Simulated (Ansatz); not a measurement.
Input for Ansatz (plane-wave DFT, PAW):

```yaml
crystal:
  lattice:
    - [0.0, 1.89785, 1.89785]
    - [1.89785, 0.0, 1.89785]
    - [1.89785, 1.89785, 0.0]
  atoms:
    - { symbol: Rh, position: [0.0, 0.0, 0.0] }
basis:
  ecutwfc: 420
kpoints:
  mp_grid: { grid: [18, 18, 18] }
hamiltonian:
  xc: pbesol
scf:
  occupations: { method: gaussian, width: 0.1 }
output:
  forces: true
  stress: true
  eigenvalues: true
relax:
  adjacent_minimum: "off"
  f_tol: 0.005
  max_steps: 80
  cell: { stress_tol: 0.05 }
```

Command:
```bash
ansatz run input.yaml --threads 1 --pin off --max-ram 2560MiB --backend cpu --events-out ev --progress --plain --runs-dir out
```

All numbers below come from DFT PBEsol, scalar-relativistic, plane waves, PAW (Ansatz).

Abridged output (iterations and final results):

```
SCF iter   1: F=—  HF=-6338.750696 eV  |F-HF|=—  |Δ(HF+E_count)|=         —  Δρ=9.90e-3  dr2=1.10e-2  ethr=1.77e-3  ⟨swp⟩=4.9  Hψ=13968  notcnv=0
SCF iter   2: F=—  HF=-6338.747613 eV  |F-HF|=—  |Δ(HF+E_count)|=   3.08e-3  Δρ=3.83e-3  dr2=1.15e-3  ethr=6.47e-5  ⟨swp⟩=2.7  Hψ=5684  notcnv=0  defer=15
SCF iter   3: F=—  HF=-6338.747269 eV  |F-HF|=—  |Δ(HF+E_count)|=   3.44e-4  Δρ=1.42e-3  dr2=5.12e-5  ethr=6.79e-6  ⟨swp⟩=2.4  Hψ=3678  notcnv=0  defer=15
SCF iter   4: F=—  HF=-6338.747256 eV  |F-HF|=—  |Δ(HF+E_count)|=   1.25e-5  Δρ=9.24e-5  dr2=3.42e-7  ethr=3.01e-7  ⟨swp⟩=2.1  Hψ=4138  notcnv=0  defer=15
SCF iter   5: F=-6338.747256 eV  HF=-6338.747256 eV  |F-HF|=2.17e-9  |Δ(HF+E_count)|=   6.14e-8  Δρ=2.27e-5  dr2=1.31e-8  ethr=2.01e-9  ⟨swp⟩=2.1  Hψ=2832  notcnv=0  defer=15
SCF iter   6: F=-6338.747256 eV  HF=-6338.747256 eV  |F-HF|=1.45e-10  |Δ(HF+E_count)|=  2.01e-10  Δρ=4.84e-6  dr2=5.49e-10  ethr=7.71e-11  ⟨swp⟩=2.7  Hψ=8690  notcnv=0
SCF 1 converged in 6 iterations: F = -6338.747256 eV  dr2 = 5.49e-10
relax step   1: F+E_penalty+E_count = -6338.74725639 eV  Δ(F+E_penalty+E_count) = +0.000e0 eV  max|allowed force component| = 0.000e0 eV/Å  Δτ_max = 0.0000 Å  P = -3.566 GPa  Ω = 13.671 Å³  (6 SCF iters, dr2 threshold 1.00e-7 eV, accepted)
Crystal: 1 atom, lattice volume = 13.362 Å³
Basis set: ecut = 420 eV, 259 PW (Γ), exchange–correlation on 36×36×36 points (8 copies of the dense FFT grid, shifted against one another)
Initial density: handed on by an earlier stage of this run
Initial wavefunctions: those handed on with the density
SCF iter   1: F=—  HF=-6338.748117 eV  |F-HF|=—  |Δ(HF+E_count)|=         —  Δρ=2.27e-3  dr2=5.87e-4  ethr=3.90e-6  ⟨swp⟩=1.1  Hψ=17046  notcnv=0
SCF iter   2: F=—  HF=-6338.747987 eV  |F-HF|=—  |Δ(HF+E_count)|=   1.30e-4  Δρ=1.07e-3  dr2=6.27e-5  ethr=3.45e-6  ⟨swp⟩=2.0  Hψ=3392  notcnv=0
SCF iter   3: F=—  HF=-6338.747976 eV  |F-HF|=—  |Δ(HF+E_count)|=   1.12e-5  Δρ=4.49e-4  dr2=8.42e-6  ethr=3.69e-7  ⟨swp⟩=2.8  Hψ=3958  notcnv=0
SCF iter   4: F=-6338.747978 eV  HF=-6338.747978 eV  |F-HF|=5.18e-8  |Δ(HF+E_count)|=   1.67e-6  Δρ=4.32e-5  dr2=5.60e-8  ethr=5.88e-10  ⟨swp⟩=3.5  Hψ=9384  notcnv=0
SCF 2 converged in 4 iterations: F = -6338.747978 eV  dr2 = 5.60e-8
relax step   2: F+E_penalty+E_count = -6338.74797766 eV  Δ(F+E_penalty+E_count) = -7.213e-4 eV  max|allowed force component| = 0.000e0 eV/Å  Δτ_max = 0.0000 Å  P = +3.167 GPa  Ω = 13.362 Å³  energy of the carried Pulay correction = +1.837e-4 eV  (4 SCF iters, dr2 threshold 1.00e-7 eV, accepted)
Crystal: 1 atom, lattice volume = 13.506 Å³
SCF iter   1: F=—  HF=-6338.749291 eV  |F-HF|=—  |Δ(HF+E_count)|=         —  Δρ=1.03e-3  dr2=1.26e-4  ethr=6.57e-7  ⟨swp⟩=2.0  Hψ=16958  notcnv=0
SCF iter   2: F=—  HF=-6338.749264 eV  |F-HF|=—  |Δ(HF+E_count)|=   2.75e-5  Δρ=4.93e-4  dr2=1.39e-5  ethr=6.57e-7  ⟨swp⟩=2.2  Hψ=3621  notcnv=0
SCF iter   3: F=—  HF=-6338.749260 eV  |F-HF|=—  |Δ(HF+E_count)|=   3.39e-6  Δρ=2.02e-4  dr2=1.76e-6  ethr=8.15e-8  ⟨swp⟩=2.6  Hψ=3893  notcnv=0
SCF iter   4: F=-6338.749261 eV  HF=-6338.749261 eV  |F-HF|=9.65e-9  |Δ(HF+E_count)|=   2.79e-7  Δρ=1.88e-5  dr2=1.07e-8  ethr=5.88e-10  ⟨swp⟩=3.0  Hψ=9130  notcnv=0
SCF 3 converged in 4 iterations: F = -6338.749261 eV  dr2 = 1.07e-8
relax step   3: F+E_penalty+E_count = -6338.74926071 eV  Δ(F+E_penalty+E_count) = -1.283e-3 eV  max|allowed force component| = 0.000e0 eV/Å  Δτ_max = 0.0000 Å  P = -0.079 GPa  Ω = 13.506 Å³  energy of the carried Pulay correction = +9.783e-5 eV  (4 SCF iters, dr2 threshold 1.00e-7 eV, accepted)
Crystal: 1 atom, lattice volume = 13.502 Å³
SCF iter   1: F=—  HF=-6338.749262 eV  |F-HF|=—  |Δ(HF+E_count)|=         —  Δρ=2.58e-5  dr2=7.79e-8  ethr=4.35e-10  ⟨swp⟩=2.0  Hψ=16361  notcnv=0
SCF iter   2: F=-6338.749264 eV  HF=-6338.749264 eV  |F-HF|=5.57e-9  |Δ(HF+E_count)|=   1.48e-6  Δρ=8.99e-6  dr2=6.38e-9  ethr=9.22e-11  ⟨swp⟩=3.0  Hψ=9244  notcnv=0
SCF 4 converged in 2 iterations: F = -6338.749264 eV  dr2 = 6.38e-9
relax step   4: F+E_penalty+E_count = -6338.74926371 eV  Δ(F+E_penalty+E_count) = -2.993e-6 eV  max|allowed force component| = 0.000e0 eV/Å  Δτ_max = 0.0000 Å  P = -0.002 GPa  Ω = 13.502 Å³  energy of the carried Pulay correction = +9.994e-5 eV  (2 SCF iters, dr2 threshold 1.57e-8 eV, accepted)
Initial wavefunctions: pseudopotential atomic-orbital guess (no wavefunctions were taken with the density)
SCF iter   1: F=—  HF=-6338.749166 eV  |F-HF|=—  |Δ(HF+E_count)|=         —  Δρ=3.06e-5  dr2=2.81e-8  ethr=1.32e-8  ⟨swp⟩=3.2  Hψ=21217  notcnv=0
SCF iter   2: F=—  HF=-6338.749167 eV  |F-HF|=—  |Δ(HF+E_count)|=   1.50e-6  Δρ=1.32e-5  dr2=4.60e-9  ethr=1.66e-10  ⟨swp⟩=2.2  Hψ=4055  notcnv=0
SCF iter   3: F=—  HF=-6338.749167 eV  |F-HF|=—  |Δ(HF+E_count)|=  8.14e-10  Δρ=6.57e-6  dr2=6.75e-10  ethr=2.71e-11  ⟨swp⟩=2.2  Hψ=3249  notcnv=0
SCF iter   4: F=—  HF=-6338.749167 eV  |F-HF|=—  |Δ(HF+E_count)|=  5.57e-10  Δρ=2.30e-6  dr2=7.52e-11  ethr=3.97e-12  ⟨swp⟩=2.2  Hψ=4188  notcnv=0
SCF iter   5: F=-6338.749167 eV  HF=-6338.749167 eV  |F-HF|=5.46e-12  |Δ(HF+E_count)|=  9.09e-11  Δρ=4.28e-7  dr2=2.66e-12  ethr=1.00e-12  ⟨swp⟩=4.0  Hψ=10245  notcnv=0
SCF 5 converged in 5 iterations: F = -6338.749167 eV  dr2 = 2.66e-12
SCF converged after 5 iterations
Free energy (F): -6338.749167 eV
Harris-Foulkes:  -6338.749167 eV  (|F-HF|=5.46e-12)
Internal energy: -6338.742575 eV  (E = F + TS)
E sigma→0 (E₀):  -6338.745871 eV
Entropy (-TS):   -0.006592 eV (-6.592 meV/atom)
Fermi energy:    22.775356 eV
--- Per-component energies (eV) ---
  E_band       = -79.883135
  E_kinetic    = 573.703614
  E_local      = -1541.065131  (includes V_loc(G=0)·N_el)
  E_nonlocal   = 356.245343
  E_hartree    = 540.545116
  E_xc         = -220.852267
  E_vxc        = -278.286671  (∫ρ·V_xc dr)
  E_paw        = -3523.787690  (= ΣΔE_a)
  E_vpaw       = -271.571312  (= ΣTr[D̂ρ^β])
  E_aug_tail   = 0.000801  (compensation charges beyond the density's cutoff)
  E_ewald      = -2523.808561
  E_core_change = 0.276200  (= ΣΔE_core)
  E_smearing   = -0.006592  (= −TS)
--- Forces (eV/Å), atoms counted from 1 ---
  atom   1  Rh     0.00000000     0.00000000     0.00000000
--- Stress (GPa, compression-positive) ---
       -0.000655       0.000000       0.000000
        0.000000      -0.000655       0.000000
        0.000000       0.000000      -0.000655
  P = ⅓ Tr σ = -0.0007 GPa (-0.007 kbar)
--- Band table (eV; the first three rows and the last of 195) ---
  k-point 0: bands = ["-56.1100", "-23.5727", "-23.5727", "-23.5727", "14.5782", "19.5773", "19.5773", "19.5773", "21.7500", "21.7500", "38.4790", "43.9014", "43.9014"]
  k-point 1: bands = ["-56.1063", "-23.5972", "-23.5760", "-23.5760", "14.7052", "19.5197", "19.6279", "19.6279", "21.7212", "21.7212", "38.6648", "43.2446", "44.0857"]
  k-point 2: bands = ["-56.0957", "-23.6675", "-23.5855", "-23.5855", "15.0693", "19.3755", "19.7602", "19.7602", "21.6589", "21.6589", "39.1653", "41.8556", "44.6270"]
  k-point 194: bands = ["-55.9465", "-24.1284", "-24.0500", "-23.8689", "17.5176", "18.3784", "19.3257", "21.5917", "23.7941", "31.6916", "33.1802", "34.1040", "35.5675"]
--- Relaxed structure (4 steps of the walk, 4 accepted, 1 SCFs on fresh bases) ---
  F+E_penalty+E_count = -6338.74916711 eV   max|allowed force component| = 0.000e0 eV/Å   (the final SCF, on the basis selected at the relaxed cell)
  cell:  # Å, volume = 13.5023 Å³
    - [0.0, 1.88999004, 1.88999004]
    - [1.88999004, 0.0, 1.88999004]
    - [1.88999004, 1.88999004, 0.0]
  atoms:
    - { symbol: Rh, position: [0.0, 0.0, 0.0] }
```

The relaxation met its thresholds.

The run took 13 s on 1 thread of Intel(R) Xeon(R) Platinum 8259CL CPU @ 2.50GHz (Skylake/Cascade Lake) (shared host), peak memory 0.35 GiB.